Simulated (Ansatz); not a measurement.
Relaxed-ion elastic tensor of Pd (fcc (Cu type), Fm-3m) in GPa (Voigt order), plane-wave PAW LDA (Ansatz code); density 12.49 g/cm³, 14.14 Å³ per atom.

```
 275   204   204   0.0   0.0   0.0
 204   275   204   0.0   0.0   0.0
 204   204   275   0.0   0.0   0.0
 0.0   0.0   0.0  92.6   0.0   0.0
 0.0   0.0   0.0   0.0  92.6   0.0
 0.0   0.0   0.0   0.0   0.0  92.6
```

Question: Is the crystal mechanically stable?

Answer: Yes: the smallest eigenvalue of C is 71.3 GPa.

Question: Work out the Voigt, Reuss and Hill averages.

Answer: K_V = 228, K_R = 228, K_H = 228; G_V = 69.8, G_R = 56.5, G_H = 63.2 GPa.

Question: Give Young's modulus, Poisson's ratio, Pugh's ratio and the universal anisotropy index.

Answer: E = 9KG/(3K + G) = 173 GPa; ν = 0.37; K/G = 3.61 (ductile by the Pugh limit of 1.75); A_U = 5G_V/G_R + K_V/K_R − 6 = 1.18.

Question: Estimate the sound speeds and the Debye temperature.

Answer: v_l = √((K + 4G/3)/ρ) = 5000 m/s, v_t = √(G/ρ) = 2250 m/s, mean 2540 m/s; Θ = (h/k)(3n/4πV)^(1/3) v_m = 312 K.

Question: Give the Zener ratio and Young's modulus along [100], [110] and [111].

Answer: A = 2C44/(C11 − C12) = 2.60; 1/E = S11 − 2(S11 − S12 − S44/2)Γ with Γ = 0, 1/4, 1/3 gives 102, 181, 245 GPa.

Question: Solve the Christoffel equation for the three sound speeds along [100], [110], [111].

Answer: Eigenvalues of C_ijkl n_j n_l equal ρv². In km/s, slowest first: [100] 2.72, 2.72, 4.69; [110] 1.69, 2.72, 5.16; [111] 2.09, 2.09, 5.30.

Symmetry was held in the LDA relaxation. The run is not spin-polarised. As this level gives no gap, shear constants depend on the k-mesh and smearing (Fermi–Dirac, 0.1 eV here). On the denser mesh and wider smearing of the elastic run this cell carries a stress of 0.4 GPa.

Potentials: the later of the program's two PAW sets.
